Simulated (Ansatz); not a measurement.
Relaxing a structure of ZnNi

The start is a generated cell, ZnNi placed in the AFLOW prototype AB_hR6_160_3a_3a (as in SiC). A full variable-cell relaxation at zero pressure is run with PBEsol (plane waves to 420 eV, PAW, scalar-relativistic; Ansatz, a program for electronic structure). The first steps use a coarse 12×12×12 k-mesh.

Input geometry:
```yaml
crystal:
  lattice:
    - [1.62147, 0.93616, 7.94355]
    - [-1.62147, 0.93616, 7.94355]
    - [0.00000, -1.87231, 7.94355]
  atoms:
    - { symbol: Ni, position: [0.00000, 0.00000, 0.00000] }
    - { symbol: Ni, position: [0.22222, 0.22222, 0.22222] }
    - { symbol: Ni, position: [0.77778, 0.77778, 0.77778] }
    - { symbol: Zn, position: [0.08333, 0.08333, 0.08333] }
    - { symbol: Zn, position: [0.30556, 0.30556, 0.30556] }
    - { symbol: Zn, position: [0.86111, 0.86111, 0.86111] }
```
Spin-polarised start, with parallel moments on Ni.

```json
{
  "outcome": "The space group stays R3m (No. 160) (the run could not lower it), with 6 atoms in the primitive cell",
  "energy_released": "1.83 eV/atom",
  "volume_change": "+7.1 %, from 12.06 to 12.92 Å³/atom",
  "Shortest distances (start → end)": "The closest pairs of elements (up to four, under 3.6 Å), start → end: Ni–Zn 1.99 → 2.30 Å; Ni–Ni 3.24 → 2.39 Å; Zn–Zn 3.24 → 2.48 Å",
  "moments_at_the_end": "zero (the starting moments vanished)",
  "optimiser_moves": "28"
}
```

It ends as:

```cif
data_Ni9Zn9
_chemical_formula_sum 'Ni9 Zn9'
_space_group_name_H-M_alt 'R3m :H'
_space_group_IT_number 160
_space_group_name_Hall 'R 3 -2"'
_cell_length_a 3.94559
_cell_length_b 3.94559
_cell_length_c 17.24932
_cell_angle_alpha 90.000
_cell_angle_beta 90.000
_cell_angle_gamma 120.000
loop_
_atom_site_label
_atom_site_type_symbol
_atom_site_symmetry_multiplicity
_atom_site_Wyckoff_symbol
_atom_site_fract_x
_atom_site_fract_y
_atom_site_fract_z
_atom_site_occupancy
Ni1 Ni 3 a 0.00000 0.00000 0.02552 1
Ni2 Ni 3 a 0.00000 0.00000 0.74935 1
Ni3 Ni 3 a 0.00000 0.00000 0.31711 1
Zn1 Zn 3 a 0.00000 0.00000 0.88754 1
Zn2 Zn 3 a 0.00000 0.00000 0.61142 1
Zn3 Zn 3 a 0.00000 0.00000 0.15907 1
```
(The calculation used a cell of 6 atoms; values per cell refer to that cell.)

Final values are on a 14×14×14 k-mesh of the relaxed cell. No spin polarisation in the result: the starting moments vanished. A magnetic state may lie lower.

The run could not lose the symmetry of its start: the end is stationary, and may be a saddle point rather than a minimum.

The relaxed structure here is a generated cell of ZnNi: the first start was made by placing the elements on the sites of a structure type, and the end was not matched to a known phase here, so it may be hypothetical.
